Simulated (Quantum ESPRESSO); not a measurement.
## Band energies of WO$_{3}$

```
CELL_PARAMETERS angstrom
      3.79496     0.00000     0.00000
      0.00000     3.79496     0.00000
      0.00000     0.00000     3.79496
ATOMIC_POSITIONS crystal
  O  0.00000 0.00000 0.50000
  O  0.50000 0.00000 0.00000
  O  0.00000 0.50000 0.00000
  W  0.00000 0.00000 0.00000
```

PBEsol (pw.x of Quantum ESPRESSO, ONCV potentials, with spin-orbit coupling); path ΓXMΓRX,MR; energies in eV from the valence-band maximum.

```csv
k (1/Å),point,band 32,band 33,band 34,band 35,band 36,band 37,band 38,band 39
0.00,Γ,-0.99,0.42,0.42,0.42,0.42,0.96,0.96,5.81
0.35,,-1.05,0.60,0.60,2.13,2.13,2.45,2.45,5.82
0.71,,-1.04,0.64,0.64,3.86,3.86,4.16,4.16,5.85
0.83,X,-1.04,0.65,0.65,4.01,4.01,4.31,4.31,5.85
1.03,,-1.22,1.39,1.39,4.06,4.06,4.40,4.40,6.38
1.45,,-0.16,3.68,3.68,4.19,4.19,5.33,5.33,7.24
1.66,M,-0.02,4.01,4.01,4.30,4.30,5.63,5.63,7.31
1.76,,-0.05,3.95,3.95,4.24,4.24,5.54,5.54,7.29
2.08,,-0.48,3.13,3.13,3.42,3.42,4.43,4.43,7.04
2.40,,-0.99,1.77,1.77,2.05,2.05,2.69,2.69,6.47
2.83,Γ,-0.99,0.42,0.42,0.42,0.42,0.96,0.96,5.81
3.13,,-1.08,1.36,1.36,1.50,1.50,1.90,1.90,6.72
3.44,,-0.77,2.76,2.76,3.02,3.02,3.40,3.40,8.70
3.75,,-0.37,4.15,4.15,4.35,4.35,4.79,4.79,9.73
4.16,,-0.02,5.36,5.36,5.37,5.37,5.93,5.93,9.16
4.26,R,0.00,5.42,5.42,5.42,5.42,5.99,5.99,9.12
4.46,,-0.05,5.18,5.18,5.28,5.28,5.80,5.80,9.28
4.75,,-0.33,4.03,4.03,4.73,4.73,5.16,5.16,9.87
5.04,,-0.87,2.40,2.40,4.24,4.24,4.59,4.59,7.80
5.43,X,-1.04,0.65,0.65,4.01,4.01,4.31,4.31,5.85
5.43,M,-0.02,4.01,4.01,4.30,4.30,5.63,5.63,7.31
5.61,,-0.02,4.12,4.12,4.40,4.40,5.64,5.64,8.08
5.89,,-0.01,4.68,4.68,4.94,4.94,5.70,5.70,9.69
6.26,R,0.00,5.42,5.42,5.42,5.42,5.99,5.99,9.12
```

The PBEsol gap is indirect, 0.42 eV, from R to Γ; the smallest direct gap is 1.41 eV. Another valence extremum on the path lies within 0.02 eV, too close to call.

The cell is held in this high symmetry; tilts and polar distortions were not searched.

Geometry relaxed with PBEsol.

The structure is a Materials Project entry; no match was found in the copy of COD used, and its stability was not checked.
